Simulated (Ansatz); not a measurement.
Theory: DFT PBE, scalar-relativistic, plane waves, PAW (Ansatz 0.2.0). All cells share a 420 eV cutoff and Γ-centred k meshes spaced at most about 0.3 Å⁻¹ (about 0.25 or finer for metals, 2π included). Collinear spin in cells that started with moments and kept them past the coarse steps, no spin elsewhere.

These are static total energies at zero pressure. All come from trial cells, and lower structures may exist.

Task: These unrelaxed guesses for Na2Al2O are each relaxed within their symmetry. Order them by the energy at which they end, lowest first.
A.

Space group R-3m:H (No. 166). a = 5.042 Å, b = 5.042 Å, c = 11.974 Å, α = 90.00°, β = 90.00°, γ = 120.00°
```json
{"atom": "Na", "site": "6c", "symmetry": "3m", "x": "0.3333", "y": "0.6667", "z": "0.3272"}
{"atom": "Al", "site": "6c", "symmetry": "3m", "x": "0.3333", "y": "0.6667", "z": "0.8230"}
{"atom": "O", "site": "3b", "symmetry": "-3m", "x": "0.3333", "y": "0.6667", "z": "0.1667"}
```

B.

Space group I4/mmm (No. 139). a = 3.792 Å, b = 3.792 Å, c = 9.151 Å, α = 90.00°, β = 90.00°, γ = 90.00°
| atom | site | symmetry | x | y | z |
| --- | --- | --- | --- | --- | --- |
| Na | 4e | 4mm | 0.5000 | 0.5000 | 0.1250 |
| Al | 4d | -4m2 | 0.5000 | 0.0000 | 0.2500 |
| O | 2a | 4/mmm | 0.0000 | 0.0000 | 0.0000 |

C.

Space group P-6m2 (No. 187). a = 3.638 Å, b = 3.638 Å, c = 7.362 Å, α = 90.00°, β = 90.00°, γ = 120.00°
```csv
atom,site,symmetry,x,y,z
Na,2h,3m.,0.3333,0.6667,0.2055
Al,1e,-6m2,0.6667,0.3333,0.0000
Al,1a,-6m2,0.0000,0.0000,0.0000
O,1b,-6m2,0.0000,0.0000,0.5000
```

D.

Space group P-3m1 (No. 164). a = 4.001 Å, b = 4.001 Å, c = 6.313 Å, α = 90.00°, β = 90.00°, γ = 120.00°
| atom | site | symmetry | x | y | z |
| --- | --- | --- | --- | --- | --- |
| Na | 2d | 3m. | 0.6667 | 0.3333 | 0.3565 |
| Al | 2d | 3m. | 0.6667 | 0.3333 | 0.7394 |
| O | 1a | -3m. | 0.0000 | 0.0000 | 0.0000 |

Result: D (ends in P-3m1, 0 meV/atom), A (ends in R-3m, 0.31 eV/atom), C (ends in P-6m2, 0.34 eV/atom), B (ends in I4/mmm, 0.35 eV/atom).

For metals, differences of a few meV/atom aren't resolved. A magnetic state wasn't ruled out in cells without spin, among them P-6m2. Another magnetic order may lie lower. Cells relaxed within their symmetry can be saddle points. Some structure types and database cells were kept out of the candidates from the start, so a known form may be missing.
